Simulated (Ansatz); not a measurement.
A relaxed structure of NiSb is spoiled in several ways and relaxed again each time (noise and exchanges are one random draw each; squeezed and stretched starts keep its symmetry, which their runs cannot lower; pressure is positive under compression). Calculation: PBE (plane waves to 420 eV, PAW, scalar-relativistic; Ansatz, a program for electronic structure).

Space group P6₃/mmc (No. 194); a = 3.976 Å, b = 3.976 Å, c = 5.160 Å, α = 90.00°, β = 90.00°, γ = 120.00°

```tsv
atom	site	symmetry	x	y	z
Ni	2a	-3m.	0.0000	0.0000	0.0000
Sb	2c	-6m2	0.3333	0.6667	0.2500
```

```csv
change,first pressure (GPa),largest first force (eV/Å),released (eV/atom),moves,outcome,final group,E − E(parent) (eV/atom)
squeezed uniformly to 70 % of its volume,96.1,0.00,1.12,13,returns to the parent,P6₃/mmc,0.00
"deformed by the Cartesian strain tensor (xx, yy, zz, yz, xz, xy) = (-0.066, -0.004, 0.048, 0.044, -0.055, -0.049)",7.9,0.90,0.15,10,returns to the parent,P6₃/mmc,0.00
with every coordinate shifted by Gaussian noise of σ = 0.3 Å,–,–,1.6,9,returns to the parent,P6₃/mmc,0.00
```

First-step values come from each run's starting, coarser k-mesh (11×11×7, 10×10×6, 9×9×6). The runs use different k-meshes, so differences are rounded accordingly. No spin polarisation in the result. A magnetic state may lie lower.
